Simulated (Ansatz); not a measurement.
Consider a crystal of LaF5 in space group P-6m2 (No. 187), with La on 1b; F on 3k, 1a and 1c.

Level of theory: Ansatz, DFT PBE, scalar-relativistic, plane waves, PAW. Cutoff 420 eV, Γ-centred mesh, Gaussian smearing, no spin polarisation.

Energies over the elements count from the elements' standard structures at the same level (F₂ as a molecule), with no fitted energy shifts.

Task: Which cell and coordinates does it relax to?

Result:

Space group P-6m2 (No. 187). a = 4.946 Å, b = 4.946 Å, c = 4.686 Å, α = 90.00°, β = 90.00°, γ = 120.00°
| atom | site | symmetry | x | y | z |
| --- | --- | --- | --- | --- | --- |
| La | 1b | -6m2 | 0.0000 | 0.0000 | 0.5000 |
| F | 3k | mm2 | 0.5023 | 0.4977 | 0.5000 |
| F | 1a | -6m2 | 0.0000 | 0.0000 | 0.0000 |
| F | 1c | -6m2 | 0.3333 | 0.6667 | 0.0000 |

La is surrounded by 8 F at 2.34–2.47 Å; around F on a site of symmetry mm2 lie 4 F at 2.44–2.51 Å, 2 La at 2.47 Å and 2 F at 2.75 Å; around F on a site of symmetry -6m2 lie 2 La at 2.34 Å and 3 F at 2.86 Å; around F on a second site of symmetry -6m2 lie 9 F at 2.75–2.86 Å (long against covalent radii, as for large ions). Another local minimum with the same sites may exist.

Task: Where does its energy lie, and is it a metal?

Result: The energy over the elements is −2.38 eV/atom. The gap on the 12×12×8 mesh of the 6-atom cell is 0 eV (a metal). It lies below the elements, which doesn't yet make it stable against other compounds or structures.

The last run used Gaussian smearing of 0.10 eV. The cell is a metal run without spin; a magnetic state may lie lower. A structure relaxed within its symmetry needn't be a true minimum.
